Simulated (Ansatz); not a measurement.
System: InP (zinc blende type), 2 atoms in the cell.

Theory: PBE, all-electron LAPW, point nucleus (Ansatz).

k-mesh 8×8×8 Γ-centred; Fermi–Dirac smearing of 0.1 eV; no spin polarisation; no spin–orbit coupling.

```xyz
2
Lattice="0.0000 2.9800 2.9800 2.9800 0.0000 2.9800 2.9800 2.9800 0.0000" Properties=species:S:1:pos:R:3 pbc="T T T"
In    0.0000    0.0000    0.0000
P     1.4900    1.4900    1.4900
```

Problem. Would the cell expand or shrink if it were free to relax?

Solution. The pressure is -0.01 GPa, close to zero.
